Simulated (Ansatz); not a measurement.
Si:
```
Si
1.0
    0.00000     2.71675     2.71675
    2.71675     0.00000     2.71675
    2.71675     2.71675     0.00000
Si
2
Cartesian
  2.71675   2.71675   2.71675
  4.07513   4.07513   4.07513
```

Relaxed with PBEsol. Special points in fractions of this cell's reciprocal vectors: Γ (0.000, 0.000, 0.000); X (0.500, 0.000, 0.500); U (0.625, 0.250, 0.625); K (0.375, 0.375, 0.750); L (0.500, 0.500, 0.500); W (0.500, 0.250, 0.750).

### Question
List the band energies nearest the valence-band maximum at these points for PBEsol in the plane-wave PAW code Ansatz.

### Answer
In eV from the valence-band maximum; about four levels below and three above (degenerate sets whole), none deeper than 8.9 eV; points with the same levels are listed once.

```tsv
k	below	above
Γ	0.00 0.00 0.00	2.52 2.52 2.52
X	-7.83 -7.83 -2.87 -2.87	0.60 0.60 10.04 10.04
U	-8.23 -7.24 -4.35 -2.44	1.10 4.04 7.41
L	-7.01 -1.20 -1.20	1.46 3.28 3.28
W	-7.66 -7.66 -3.90 -3.90	4.18 4.18 4.94 4.94
```

Space group Fd-3m (diamond). The cell was relaxed with PBEsol under the symmetry of its start.

Potentials: the earlier of the program's two PAW sets. The files were generated under PBE; for other functionals the program regenerates the frozen cores, and for LDA and PBEsol the local potential too.
